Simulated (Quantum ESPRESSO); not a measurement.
## Band energies of K$_{2}$NaYF$_{6}$

```xyz
10
Lattice="0.0000 4.4583 4.4583 4.4583 0.0000 4.4583 4.4583 4.4583 0.0000" Properties=species:S:1:pos:R:3 pbc="T T T"
F      2.1792     4.4583     4.4583
F      6.7374     4.4583     4.4583
F      4.4583     2.1792     4.4583
F      4.4583     6.7374     4.4583
F      4.4583     4.4583     2.1792
F      4.4583     4.4583     6.7374
Na     4.4583     4.4583     4.4583
K      6.6874     6.6874     6.6874
K      2.2291     2.2291     2.2291
Y      0.0000     0.0000     0.0000
```

PBEsol (Quantum ESPRESSO, PseudoDojo norm-conserving, 88 Ry, without SOC); path ΓXWKΓLUWLK,UX; energies in eV from the valence-band maximum.

```csv
k (1/Å),point,band 36,band 37,band 38,band 39,band 40,band 41,band 42,band 43
0.00,Γ,-0.20,-0.20,0.00,0.00,0.00,6.16,8.28,8.28
0.23,,-0.23,-0.23,-0.07,-0.07,0.00,6.52,8.29,8.31
0.47,,-0.32,-0.32,-0.20,-0.20,-0.01,7.42,8.31,8.38
0.70,X,-0.43,-0.43,-0.25,-0.25,-0.01,8.31,8.32,8.43
0.70,W,-0.42,-0.36,-0.36,-0.14,-0.14,8.35,8.35,8.43
0.95,K,-0.42,-0.29,-0.28,-0.26,-0.07,8.31,8.37,8.41
1.14,,-0.42,-0.26,-0.19,-0.17,-0.16,7.86,8.37,8.38
1.51,,-0.22,-0.21,-0.04,-0.03,-0.02,6.39,8.29,8.29
1.70,Γ,-0.20,-0.20,0.00,0.00,0.00,6.16,8.28,8.28
1.90,,-0.22,-0.22,-0.04,-0.04,-0.03,6.43,8.29,8.30
2.31,L,-0.25,-0.25,-0.22,-0.22,-0.15,7.99,8.24,8.36
2.53,,-0.35,-0.26,-0.23,-0.20,-0.14,8.19,8.27,8.38
2.74,U,-0.42,-0.29,-0.28,-0.26,-0.07,8.31,8.37,8.41
2.74,W,-0.42,-0.36,-0.36,-0.14,-0.14,8.35,8.35,8.43
2.87,,-0.39,-0.35,-0.30,-0.15,-0.15,8.32,8.33,8.42
2.99,,-0.32,-0.31,-0.25,-0.17,-0.15,8.24,8.28,8.39
3.24,L,-0.25,-0.25,-0.22,-0.22,-0.15,7.99,8.24,8.36
3.35,,-0.28,-0.26,-0.22,-0.20,-0.15,8.05,8.24,8.36
3.46,,-0.35,-0.26,-0.23,-0.20,-0.14,8.19,8.27,8.38
3.67,K,-0.42,-0.29,-0.28,-0.26,-0.07,8.31,8.37,8.41
3.67,U,-0.42,-0.29,-0.28,-0.26,-0.07,8.31,8.37,8.41
3.92,X,-0.43,-0.43,-0.25,-0.25,-0.01,8.31,8.32,8.43
```

The PBEsol gap is direct, 6.16 eV at Γ. Another valence extremum on the path lies within 0.02 eV, too close to call.

Geometry of the Materials Project entry, not relaxed at this level.

The structure is a Materials Project entry; no match was found in the copy of COD used, and its stability was not checked.
